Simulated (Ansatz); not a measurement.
## Equation of state of Cs2WBr6

A database entry relaxed whole under r2SCAN (Fm-3m):

```yaml
crystal:
  lattice:
    - [0.00000, 5.39959, 5.39959]
    - [5.39959, 0.00000, 5.39959]
    - [5.39959, 5.39959, 0.00000]
  atoms:
    - { symbol: Cs, position: [0.25000, 0.25000, 0.25000] }
    - { symbol: Cs, position: [0.75000, 0.75000, 0.75000] }
    - { symbol: W, position: [0.00000, 0.00000, 0.00000] }
    - { symbol: Br, position: [0.76502, 0.23498, 0.23498] }
    - { symbol: Br, position: [0.23498, 0.76502, 0.23498] }
    - { symbol: Br, position: [0.23498, 0.76502, 0.76502] }
    - { symbol: Br, position: [0.76502, 0.23498, 0.76502] }
    - { symbol: Br, position: [0.23498, 0.23498, 0.76502] }
    - { symbol: Br, position: [0.76502, 0.76502, 0.23498] }
```

The cell was scaled uniformly, its shape held, and the atoms relaxed at each volume with plane-wave PAW DFT (Ansatz 0.2.0; r2SCAN, 500 eV, 6×6×6 Γ-centred mesh, fermi-dirac occupations of width 0.100 eV; no spin, no spin-orbit coupling). One row is withheld.

| volume (Å³/atom) | energy over the lowest (meV/atom) | pressure (GPa) |
| --- | --- | --- |
| 32.885 | 4.6 | 0.90 |
| 33.585 | 1.7 | 0.56 |
| 34.284 | ? | ? |
| 34.984 | 0.0 | 0.00 |
| 35.684 | 0.7 | -0.22 |
| 36.383 | 2.3 | -0.40 |
| 37.083 | 4.6 | -0.55 |

Question: Fit the pressures of the other rows to the third-order Birch-Murnaghan form.

Answer: With f = [(V₀/V)^(2/3) − 1]/2 and P = 3B₀f(1 + 2f)^(5/2)[1 + 3(B₀′ − 4)f/2], least squares gives V₀ = 34.98 Å³ an atom, B₀ = 11.7 GPa and B₀′ = 7.2; the rows miss the fit by less than 0.01 GPa. The slope of the energies differs from these pressures by 0.07 GPa, since they are taken to zero smearing while pressures follow the free energy.

Question: What does the withheld row hold?

Answer: The fit gives 0.25 GPa at 34.284 Å³; the run gave 0.24 GPa and 0.3 meV an atom.

Caveats: the shape of the cell was held; 0 K, fixed nuclei; the symmetry was kept, and this need not be the phase that is stable at 0 K; one mesh for all volumes; pressure is positive in compression.
